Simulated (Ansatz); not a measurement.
SrScO$_{2}$F:
Space group P4/mmm (No. 123); a = b = 4.0925 Å, c = 4.0263 Å, α = β = γ = 90.00°

```json
[
 {"atom": "Sr", "site": "1d", "symmetry": "4/mmm", "x": "0.5000", "y": "0.5000", "z": "0.5000"},
 {"atom": "Sc", "site": "1a", "symmetry": "4/mmm", "x": "0.0000", "y": "0.0000", "z": "0.0000"},
 {"atom": "O", "site": "2f", "symmetry": "mmm.", "x": "0.0000", "y": "0.5000", "z": "0.0000"},
 {"atom": "F", "site": "1b", "symmetry": "4/mmm", "x": "0.0000", "y": "0.0000", "z": "0.5000"}
]
```

Relaxed with PBEsol.

Question: Give the optical modes at the zone centre with their infrared activity from DFPT, PBEsol in the plane-wave PAW code Ansatz.

Answer: Transverse frequencies, without the LO–TO term; a row sums one degenerate level.

```tsv
ω (cm⁻¹)	degeneracy	IR ((D/Å)²/amu)	activity	symmetry
118i	1	0.00	IR-inactive	B2u
118i	1	9.42	IR	A2u
41	2	17.79	IR	Eu
136	2	0.74	IR	Eu
242	2	27.63	IR	Eu
270	1	5.04	IR	A2u
522	2	39.04	IR	Eu
592	1	7.92	IR	A2u
```

Question: How high does the top mode go among those that the LO–TO term moves?

Answer: 715 cm⁻¹ for q along x, 715 cm⁻¹ for q along y, 670 cm⁻¹ for q along z.

The start of the workflow was typed in or built on a structure type; neither database checked (COD, Materials Project) lists it. Whether it is the stable phase at ambient conditions was not checked. The cell was relaxed with PBEsol under the symmetry of its start. At this level the phase is dynamically unstable (imaginary phonons). No spin polarisation was allowed. The volume moved by -17 % from the start of the relaxation.

Potentials: the earlier of the program's two PAW sets. The files were generated under PBE; for other functionals the program regenerates the frozen cores, and for LDA and PBEsol the local potential too.
